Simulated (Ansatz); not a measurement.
PbS (rock salt)

```xyz
4
Lattice="0.0000 6.0089 6.0089 3.0045 3.0045 6.0089 3.0045 3.0045 0.0000" Properties=species:S:1:pos:R:3 pbc="T T T"
S      0.0000     0.0000     0.0000
S      3.0045     6.0089     3.0045
Pb     3.0045     3.0045     3.0045
Pb     3.0045     6.0089     6.0089
```

The atoms are displaced by Q × the pattern below (from a DFPT mode at X = (0.5, 0.5, 0.0), largest move 1; Q in Å), at fixed cell. It is one choice among 2 degenerate patterns. (q is in reciprocal vectors of the primitive cell; the cell shown is doubled to hold the pattern.)

| atom | x | y | z |
|---|---|---|---|
| S1 | 0.000 | 0.086 | 0.000 |
| S2 | 0.000 | -0.086 | 0.000 |
| Pb3 | 0.000 | 1.000 | 0.000 |
| Pb4 | 0.000 | -1.000 | 0.000 |

All values below come from PBE (plane waves to 420 eV, PAW, scalar-relativistic; Ansatz, a quantum-chemistry and plane-wave program). k mesh 10×10×10 (Γ-centred), Fermi-Dirac smearing 0.05 eV. E stands for the smeared free energy. PbS was relaxed with its symmetry unable to fall. Spin-orbit coupling is left out, though Pb is heavy. ΔE is measured from the undisplaced structure.

```tsv
Q (Å)	ΔE (meV/cell)
-0.180	40.7
-0.150	26.5
-0.120	withheld
-0.090	8.6
-0.060	3.7
-0.030	0.9
0.000	0.0
0.030	0.9
0.060	3.7
0.090	8.6
0.120	withheld
0.150	26.5
0.180	40.7
```

Q: Fit an even polynomial form (powers 2, 4) to the given rows and predict ΔE at Q = 0.120.

A: Least squares on the 11 given rows: ΔE = (998.4)·Q² + (7960)·Q⁴, in meV/cell with Q in Å; root-mean-square residual 0.01 meV/cell. At 0.120 the fit gives 16.0 meV/cell; the calculation gives 16.0 meV/cell, the same to the digits shown. The quadratic term alone would give 14.4 meV/cell.

(A displaced cell: forces are minus the slopes of the energy, force constants its curvatures, and phonons follow from these.)
